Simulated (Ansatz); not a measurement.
## YTe (Fm-3m), a film clamped to a substrate

The calculation used DFT PBEsol, scalar-relativistic, plane waves, PAW in Ansatz 0.2.0. Settings: plane waves to 420 eV, k-mesh 14×14×14 (Γ-centred), Gaussian smearing 0.15 eV. Spin–orbit coupling is left out, which matters for the heavy elements here. No spin polarisation. Energies are free energies at this smearing, counted from the undisturbed cell; pressure is positive in compression.

The starting cell (as given, not relaxed at this level; it stands at -0.5 GPa, and it needn't be the usual structure):

```
Y Te
1.0
     0.00000    3.04750    3.04750
     3.04750    0.00000    3.04750
     3.04750    3.04750    0.00000
Y Te
1 1
Cartesian
  0.0000 0.0000 0.0000
  3.0475 3.0475 3.0475
```

The cell (2 atoms, V0 = 56.61 Å³) is strained by p along both x and y and by q along z, fractional coordinates fixed. τp = (1/V0) ∂E/∂p = (σxx + σyy)(1 + p)(1 + q) and τq = (1/V0) ∂E/∂q = σzz(1 + p)², with tension positive.

| p | q | ΔE (meV/atom) | τp (GPa) | τq (GPa) |
| --- | --- | --- | --- | --- |
| 0.000 | 0.000 | 0.00 | 0.96 | 0.48 |
| -0.040 | 0.000 | 54.84 | -17.86 | -0.55 |
| 0.040 | 0.000 | 51.96 | 12.78 | 1.75 |
| 0.000 | -0.040 | 25.30 | -0.22 | -8.33 |
| 0.000 | 0.040 | 24.01 | 2.11 | 5.84 |

**Question.** Get the second derivatives of the energy density.

**Answer.** Central differences give A = ∂τp/∂p = 383 GPa (C11 + C22 + 2 C12), C = ∂τq/∂q = 177 GPa (C33) and the cross term B = ∂τq/∂p = 28.7 GPa (C13 + C23); ∂τp/∂q = 29.0 GPa must equal B, and any difference shows higher-order terms. Steps this large leave an error of some per cent of A or C in all of these, which can swamp a small B. The ions are clamped. In a cubic crystal C11 = C = 177, C12 = B/2 = 14.4 GPa and A should be 2(C11 + C12) = 383 GPa; the bulk modulus is (C11 + 2 C12)/3 = 69 GPa.

**Question.** A film of this crystal grows with z along the normal on a substrate that imposes p. How does its thickness respond, and what does the misfit cost?

**Answer.** Count p and q from the stress-free cell. A free surface needs τq = 0, so q = −(B/C) p = -0.16 p. The energy density left is (A − B²/C) p²/2 = M p², with the biaxial modulus M = 189 GPa; a misfit of 1 % costs 3.34 meV/atom, against 3.38 meV/atom if the thickness were held.

At p = 0.080 the energies along q are 263.3 (q = -0.080), 175.8 (q = -0.040), 169.0 (q = 0.000), 211.7 (q = 0.040), 282.3 (q = 0.080) meV/atom.

**Question.** Does the linear rule hold at this misfit?

**Answer.** A parabola through the lowest point and its neighbours has its minimum at q = -0.015, 165.8 meV/atom. With the stress left in the starting cell, τp0 and τq0, linear elasticity gives q = −(τq0 + Bp)/C = -0.016 and E = V0(τp0 p + τq0 q + Ap²/2 + Bpq + Cq²/2)/N = 226.2 meV/atom. The energies differ by more than a tenth, so the quadratic law fails here: the gap holds the anharmonic part, with some error from the wide steps. Cubic terms also shift the vertex of so wide a parabola.

In a metal these slopes depend on the k mesh and the smearing.